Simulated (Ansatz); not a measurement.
MgTe2 in space group Pa-3 (No. 205; Mg on 4a, Te on 8c), the program Ansatz at the LDA level (PAW). The conduction-band minimum lies at Γ, with 1 equivalent valley. Second derivatives d²E/dk² of the lowest band at one valley (eV·Å²), along Cartesian directions:

```csv
direction,d²E/dk²
[100],20.12
[010],20.12
[001],20.12
[110],20.12
[101],20.12
[011],20.12
```

Find the principal effective masses, the density-of-states mass and the conductivity mass.

Off-diagonal terms follow from H_xy = H[110] − (H_xx + H_yy)/2, and m*/mₑ = 7.620 eV·Å² over each eigenvalue: 0.38, 0.38, 0.38. One valley's DOS mass (m₁m₂m₃)^(1/3) = 0.38, conductivity mass 3/(Σ 1/mᵢ) = 0.38 mₑ.

What effective density of states Nc follows at 300 K for parabolic valleys?

Nc = 2.509e19 × 1 × (0.38)^(3/2) ≈ 5.9e18 cm⁻³.

The workflow started from a Materials Project entry (that database holds measured and hypothetical structures alike); the Crystallography Open Database files this formula in space group No. 205, but the cells were not matched. Whether it is the stable phase at ambient conditions was not checked. Symmetry was held in the LDA relaxation; its stability against distortions is not shown here. Spin–orbit coupling is left out wherever it is not named.

Potentials: the later of the program's two PAW sets.

Edges and masses are those of Kohn–Sham bands, whose gap is no quasiparticle gap.
